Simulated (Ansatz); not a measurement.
Data:

BN:
Space group F-43m (No. 216); a = 3.625 Å, b = 3.625 Å, c = 3.625 Å, α = 90.00°, β = 90.00°, γ = 90.00°

```
atom  site  symmetry       x       y       z
----  ----  --------  ------  ------  ------
N       4c      -43m  0.2500  0.2500  0.2500
B       4a      -43m  0.0000  0.0000  0.0000
```
(The calculation used a cell of 2 atoms; values per cell refer to that cell.)

This is the PBE-relaxed structure.

Problem. All from plane-wave PAW PBE (Ansatz code), unless another level is named. Estimate the hole effective mass, band 3 of 3 at the edge.

Solution. 0.50 along [100], 0.28 along [110], 0.24 along [111] (mₑ).

Problem. What about the band gap?

Solution. 4.46 eV (indirect).

Problem. And the HSE06 gap on the PBE cell?

Solution. 5.78 eV.

Problem. Give the electron effective mass.

Solution. 0.30, 0.30, 0.91 mₑ (principal values).

Problem. Next, the weight of the valence-edge state by species (Voronoi cells)?

Solution. N 80 %, B 20 %.

The cell was relaxed with PBE under the symmetry of its start; phonons on a q-mesh show no instability.

Potentials: the later of the program's two PAW sets.
